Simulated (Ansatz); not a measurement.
Relax this structure to zero stress and force, keeping its symmetry:

```
Y Ni
1.0
     4.88300    0.00000    0.00000
    -2.44150    4.22880    0.00000
     0.00000    0.00000    3.96700
Y Ni
1 5
Direct
  0.00000 0.00000 0.00000
  0.33333 0.66667 0.00000
  0.66667 0.33333 0.00000
  0.50000 0.00000 0.50000
  0.50000 0.50000 0.50000
  0.00000 0.50000 0.50000
```

The calculation used DFT r2SCAN, scalar-relativistic, plane waves, PAW (Ansatz).

Plane waves to 500 eV, a k mesh through Γ of 9×9×10 on the computed 6-atom cell and Gaussian smearing (0.10 eV); collinear spin from starting moments 0 0.48 0.48 0.6 0.6 0.6 μB.

What does it relax to?

The volume drops by 0.41 Å³/atom to 13.25 Å³/atom, and the energy falls by 6.3 meV/atom. The cell ends with a moment of 1.85 μB (only this magnetic start was tried). Final structure:
```
Y Ni
1.0
     4.84289    0.00000    0.00000
    -2.42144    4.19406    0.00000
     0.00000    0.00000    3.91335
Y Ni
1 5
Direct
  0.00000 0.00000 0.00000
  0.33333 0.66667 0.00000
  0.66667 0.33333 0.00000
  0.50000 0.00000 0.50000
  0.50000 0.50000 0.50000
  0.00000 0.50000 0.50000
```

The state reached may not be the lowest one.